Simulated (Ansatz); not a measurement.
LaLuO$_{3}$:
Space group Pm-3m (No. 221); a = b = c = 4.1927 Å, α = β = γ = 90.00°

```json
[
 {"atom": "La", "site": "1a", "symmetry": "m-3m", "x": "0.0000", "y": "0.0000", "z": "0.0000"},
 {"atom": "Lu", "site": "1b", "symmetry": "m-3m", "x": "0.5000", "y": "0.5000", "z": "0.5000"},
 {"atom": "O", "site": "3c", "symmetry": "4/mm.m", "x": "0.0000", "y": "0.5000", "z": "0.5000"}
]
```

Relaxed with PBEsol. Plane-wave PAW PBEsol (Ansatz code) gives a gap of 1.42 eV.

What gap does HSE06 give on the same cell (Ansatz, PAW)?

3.13 eV, 1.70 eV more. The hybrid was solved on a coarser mesh and at special points; the gap given is the minimum over both.

```json
[
 {"k": "Γ", "v1 PBEsol": "0.00", "c1 PBEsol": "1.42", "v1 HSE06": "0.00", "c1 HSE06": "3.13"},
 {"k": "R", "v1 PBEsol": "-1.33", "c1 PBEsol": "1.62", "v1 HSE06": "…", "c1 HSE06": "…"},
 {"k": "M", "v1 PBEsol": "-0.48", "c1 PBEsol": "1.58", "v1 HSE06": "…", "c1 HSE06": "…"},
 {"k": "X", "v1 PBEsol": "-0.15", "c1 PBEsol": "1.55", "v1 HSE06": "…", "c1 HSE06": "…"}
]
```

Top valence (v1) and lowest conduction level (c1) in eV from each method's valence maximum (which need not be a listed point): supply the withheld HSE06 values.


- M, v1 HSE06: -0.54
- M, c1 HSE06: 4.68
- R, v1 HSE06: -0.76
- R, c1 HSE06: 4.61
- X, v1 HSE06: -0.18
- X, c1 HSE06: 4.59

Cost on shared cores: the PBEsol run (SCF on a 7×7×7 mesh, then bands and DOS) about 27 core-seconds (a rough figure), the HSE06 run (SCF on 4×4×4, then a few points) very roughly 2.2 core-minutes; the tasks are unlike.

The cell is a constructed one: a structure type filled with these elements; neither database checked (COD, Materials Project) lists it. Its standing as an ambient phase is unchecked. The PBEsol relaxation kept the symmetry of its start. At this level the phase is dynamically unstable (imaginary phonons). Scalar-relativistic: spin–orbit coupling is off unless named, which matters more the heavier the elements.

Potentials: the later of the program's two PAW sets.
